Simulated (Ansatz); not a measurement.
Ni3Ge:
```
Ni3Ge
1.0
    3.53266     0.00000     0.00000
    0.00000     3.53266     0.00000
    0.00000     0.00000     3.53266
Ni Ge
3 1
Direct
  0.50000   0.00000   0.50000
  0.00000   0.50000   0.50000
  0.50000   0.50000   0.00000
  0.00000   0.00000   0.00000
```

This is the r²SCAN-relaxed structure.

Q: All from r²SCAN in the plane-wave PAW code Ansatz, unless another level is named. Give the highest zone-centre frequency.

A: 297 cm⁻¹.

Q: What about the Poisson's ratio?

A: 0.30.

Q: And the elastic constants (relaxed ions, GPa)?

A: C11 = 316, C12 = 164, C44 = 119.

Space group Pm-3m (Cu3Au type). The first step of the workflow began from a Materials Project structure, measured or hypothetical; the Crystallography Open Database copy checked does not list it. Its standing as an ambient phase is unchecked. The cell was relaxed with r²SCAN under the symmetry of its start; of distortions, only those at the zone centre were tested. No spin polarisation was allowed. As this level gives no gap, shear constants depend on the k-mesh and smearing (Fermi–Dirac, 0.1 eV here). As this level gives no gap, phonon frequencies hold no LO–TO term and depend on the k-mesh and smearing (Fermi–Dirac, 0.1 eV here).

Potentials: the later of the program's two PAW sets.
